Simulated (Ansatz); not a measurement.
Relaxed Sn (diamond):

```
Sn
1.0
    0.00000     3.32763     3.32763
    3.32763     0.00000     3.32763
    3.32763     3.32763     0.00000
Sn
2
Direct
  0.50000   0.50000   0.50000
  0.75000   0.75000   0.75000
```

In each cell atom 2 (Sn, nearest neighbour Sn at 2.882 Å; its periodic images, 4.7 Å or more away, move with it) moves by s·(-0.577, 0.577, 0.577) (towards the nearest neighbour), the rest being held.

The numbers are results of PBE (plane waves to 420 eV, PAW, scalar-relativistic; Ansatz, a first-principles code), not measurements. k mesh 10×10×10 (Γ-centred), Fermi-Dirac smearing 0.05 eV. The energy includes the smearing's −TS. Left out: 1 of 11 points, with atoms too close for the PAW data. With partly filled bands, energies and forces of such displacements shift with the k mesh and the smearing. Sn was relaxed with its symmetry unable to fall. The relaxed volume of Sn is well above the measured one; the method has no dispersion term. ΔE is measured from the undisplaced structure. The last digit holds for this mesh only.

| s (Å) | ΔE (meV/cell) |
|---|---|
| -0.860 | withheld |
| -0.688 | 769.3 |
| -0.516 | 536.0 |
| -0.344 | 285.3 |
| -0.172 | 81.5 |
| 0.000 | 0.0 |
| 0.172 | 112.7 |
| 0.344 | 535.2 |
| 0.516 | 1415.1 |
| 0.688 | 3001.5 |

**Question.** Fit a polynomial form (powers 2, 3, 4) to the given rows and predict ΔE at s = -0.860.

**Answer.** Least squares on the 9 given rows: ΔE = (3268)·s² + (3388)·s³ + (1509)·s⁴, in meV/cell with s in Å; root-mean-square residual 15.02 meV/cell. At -0.860 the fit gives 1087.5 meV/cell; the calculation gives 943.0 meV/cell, so the extrapolation is off by 144.5 (+15.3 %). The quadratic term alone would give 2417.0 meV/cell.

(For displaced atoms, the force is minus the slope of the energy, and its curvature is a force constant, which sets phonon frequencies.)
